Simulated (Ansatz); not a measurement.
Relaxed-ion elastic tensor of PtC (rock salt, Fm-3m) in GPa (Voigt order), plane-wave PAW r²SCAN (Ansatz code); density 15.64 g/cm³, 11.00 Å³ per atom.

```tsv
	1	2	3	4	5	6
1	297	267	267	0.0	0.0	0.0
2	267	297	267	0.0	0.0	0.0
3	267	267	297	0.0	0.0	0.0
4	0.0	0.0	0.0	62.0	0.0	0.0
5	0.0	0.0	0.0	0.0	62.0	0.0
6	0.0	0.0	0.0	0.0	0.0	62.0
```

Problem. Is the crystal mechanically stable?

Solution. Yes: the smallest eigenvalue of C is 30.4 GPa.

Problem. Work out the Voigt, Reuss and Hill averages.

Solution. K_V = 277, K_R = 277, K_H = 277; G_V = 43.3, G_R = 27.8, G_H = 35.5 GPa.

Problem. Give Young's modulus, Poisson's ratio, Pugh's ratio and the universal anisotropy index.

Solution. E = 9KG/(3K + G) = 102 GPa; ν = 0.44; K/G = 7.80 (ductile by the Pugh limit of 1.75); A_U = 5G_V/G_R + K_V/K_R − 6 = 2.79.

Problem. Estimate the sound speeds and the Debye temperature.

Solution. v_l = √((K + 4G/3)/ρ) = 4550 m/s, v_t = √(G/ρ) = 1510 m/s, mean 1710 m/s; Θ = (h/k)(3n/4πV)^(1/3) v_m = 230 K.

Problem. Give the Zener ratio and Young's modulus along [100], [110] and [111].

Solution. A = 2C44/(C11 − C12) = 4.08; 1/E = S11 − 2(S11 − S12 − S44/2)Γ with Γ = 0, 1/4, 1/3 gives 44.7, 101, 173 GPa.

Problem. Solve the Christoffel equation for the three sound speeds along [100], [110], [111].

Solution. Eigenvalues of C_ijkl n_j n_l equal ρv². In km/s, slowest first: [100] 1.99, 1.99, 4.36; [110] 0.99, 1.99, 4.69; [111] 1.40, 1.40, 4.79.

The start of the workflow was typed in or built on a structure type; neither database checked (COD, Materials Project) lists it. Whether it is the stable phase at ambient conditions was not checked. The r²SCAN relaxation kept the symmetry of its start; its stability against distortions is not shown here. The run is not spin-polarised. Its formation energy is positive at this level, so the cell may be metastable or incomplete. As this level gives no gap, shear constants depend on the k-mesh and smearing (Fermi–Dirac, 0.1 eV here). Scalar-relativistic: spin–orbit coupling is off unless named, which matters more the heavier the elements.

Potentials: the earlier of the program's two PAW sets.
